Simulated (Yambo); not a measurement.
Absorption of Na3MoO3F3 (space group R3, No. 146) with and without the electron-hole interaction (Yambo, LDA bands; 4×4×4 mesh, 18 valence and 7 conduction bands, static screening with 88 bands and a 3 Ry block, scissor 3.18 eV, Tamm-Dancoff; field along x). Axes are Cartesian, with cell vectors (Å) (2.78, 1.61, 4.84), (-2.78, 1.61, 4.84), (0.00, -3.21, 4.84).

```
E (eV)  Im ε, BSE  Im ε, independent quasiparticles
------  ---------  --------------------------------
3.00         0.02                              0.02
3.10         0.02                              0.02
3.20         0.02                              0.03
3.30         0.02                              0.03
3.40         0.02                              0.03
3.50         0.02                              0.03
3.60         0.02                              0.03
3.70         0.03                              0.03
3.80         0.03                              0.03
3.90         0.03                              0.03
4.00         0.04                              0.03
4.10         0.04                              0.04
4.20         0.05                              0.04
4.30         0.04                              0.04
4.40         0.04                              0.04
4.50         0.05                              0.04
4.60         0.05                              0.05
4.70         0.06                              0.05
4.80         0.07                              0.05
4.90         0.09                              0.05
5.00         0.12                              0.06
5.10         0.14                              0.06
5.20         0.17                              0.07
5.30         0.25                              0.07
5.40         0.43                              0.08
5.50         0.57                              0.08
5.60         0.46                              0.09
5.70         0.37                              0.09
5.80         0.32                              0.10
5.90         0.28                              0.11
6.00         0.27                              0.12
6.10         0.32                              0.14
6.20         0.41                              0.15
6.30         0.53                              0.17
6.40         0.71                              0.19
6.50         0.92                              0.22
6.60         1.20                              0.26
6.70         1.40                              0.30
6.80         1.49                              0.36
6.90         1.44                              0.45
7.00         1.14                              0.57
7.10         0.78                              0.76
7.20         0.60                              1.06
7.30         0.58                              1.62
7.40         0.67                              2.59
7.50         0.78                              4.13
7.60         0.85                              6.00
7.70         0.91                              7.42
7.80         0.94                              7.98
7.90         0.85                              7.28
8.00         0.77                              5.49
8.10         0.76                              3.48
8.20         0.79                              2.26
8.30         0.84                              1.78
8.40         0.86                              1.72
8.50         0.82                              1.90
8.60         0.79                              2.24
8.70         0.83                              2.61
8.80         0.95                              3.02
8.90         1.14                              3.53
9.00         1.17                              3.78
9.10         1.31                              3.58
9.20         1.73                              3.17
9.30         2.57                              2.76
9.40         3.46                              2.44
9.50         3.45                              2.17
9.60         3.01                              1.81
9.70         2.98                              1.46
9.80         3.12                              1.14
9.90         3.32                              0.91
```

The scissor comes from a G0W0 run whose convergence isn't established. Broadening 0.15 eV. The band window holds all transitions up to 13.1 eV. Fine structure above the onset can come from the mesh.

Spin-orbit splittings are left out.

Geometry of the Materials Project entry, not relaxed at this level; primitive cell a = b = c = 5.8061 Å, α = β = γ = 57.29°.
